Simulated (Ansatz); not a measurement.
## Squeezing LuBi

```xyz
2
Lattice="0.0000 3.1020 3.1020 3.1020 0.0000 3.1020 3.1020 3.1020 0.0000" Properties=species:S:1:pos:R:3 pbc="T T T"
Lu    3.1020    3.1020    3.1020
Bi    0.0000    0.0000    0.0000
```

The base volume is that of a database entry, with shape and atoms relaxed on PAW files at held volume, so it needn't be at zero pressure; the structure needn't be the stable phase, at rest or compressed.

Its volume is scaled, and at each volume shape and atoms are relaxed on PAW files; all methods then take that cell.

Level of theory: DFT with LDA, scalar-relativistic, in Ansatz 0.2.0; a Γ-centred 10×10×10 k mesh, Fermi–Dirac smearing of 0.05 eV, no spin polarisation. LAPW: all electrons, basis error target 1 meV/atom; PAW: frozen-core files, cutoff 420 eV; crystal datasets: all electrons, by PAW datasets that the program makes for each cell.

Energies are extrapolated to zero smearing and count from the unscaled cell; pressure is positive in compression; gaps take the mesh and a band path. No temperature or zero-point motion is included.

Spin–orbit coupling is left out, which matters for the heavy atoms. The PAW files were made under PBE.

| V/V0 | V (Å³/atom) | P LAPW (GPa) | ΔE LAPW (eV/atom) | P PAW − LAPW (GPa) | ΔE PAW − LAPW (meV/atom) | space group | shortest distance (Å) |
| --- | --- | --- | --- | --- | --- | --- | --- |
| 1.00 | 29.85 | -4.02 | 0.000 | -0.01 | 0.0 | Fm-3m | 3.102 |
| 0.90 | 26.86 | 2.50 | -0.020 | -0.02 | -0.2 | Fm-3m | 2.995 |
| 0.45 | 13.43 | ? | 5.314 | 0.13 | -0.2 | Fm-3m | ? |
| 0.40 | 11.94 | 339.4 | 7.903 | 0.55 | 2.6 | Fm-3m | 2.286 |

Task: Give the missing entry: row "0.45", column "P LAPW (GPa)".

Result: 225.8.

Task: Give the missing entry: row "0.45", column "shortest distance (Å)".

Result: 2.377.

Task: At the smallest volume, how far do crystal datasets lie from LAPW in pressure?

Result: crystal datasets: 0.00 GPa, on a LAPW pressure of 339.4 GPa.

Task: How do the Löwdin populations by LAPW change from the unscaled cell to the last row?

Result: Lu 5s 1.98 → 1.85, Lu 6s 0.54 → 0.41, Lu 5p 5.99 → 5.90, Lu 5d 2.09 → 4.34, Lu 4f 14.00 → 13.92, Bi 5s 1.98 → 1.91, Bi 6s 1.61 → 1.13, Bi 5p 5.99 → 5.95, Bi 6p 3.80 → 2.63, Bi 5d 9.98 → 9.91 electrons an atom. These are projections on the shells that the free atoms fill; 0.05 e a cell lies outside them at the start and 0.08 e at the end.
